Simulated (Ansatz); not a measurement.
KF (rock salt, Fm-3m), the program Ansatz at the LDA level (PAW): ε∞ = 2.10, cell volume 34.40 Å³. Infrared-active transverse modes:

```
ω_TO (cm⁻¹)  oscillator strength S_xx (e²/amu)
-----------  ---------------------------------
210.6                                   0.1034
```

Compute the static dielectric constant.

Each mode adds (4.921e7/V) S/ω²: 3.34. So ε0 = 5.43.

What LO frequency does the Lyddane–Sachs–Teller relation give?

ω_LO = ω_TO √(ε0/ε∞) = 339 cm⁻¹.

The LDA relaxation kept the symmetry of its start.

Potentials: the earlier of the program's two PAW sets. The files were generated under PBE; for other functionals the program regenerates the frozen cores, and for LDA and PBEsol the local potential too.
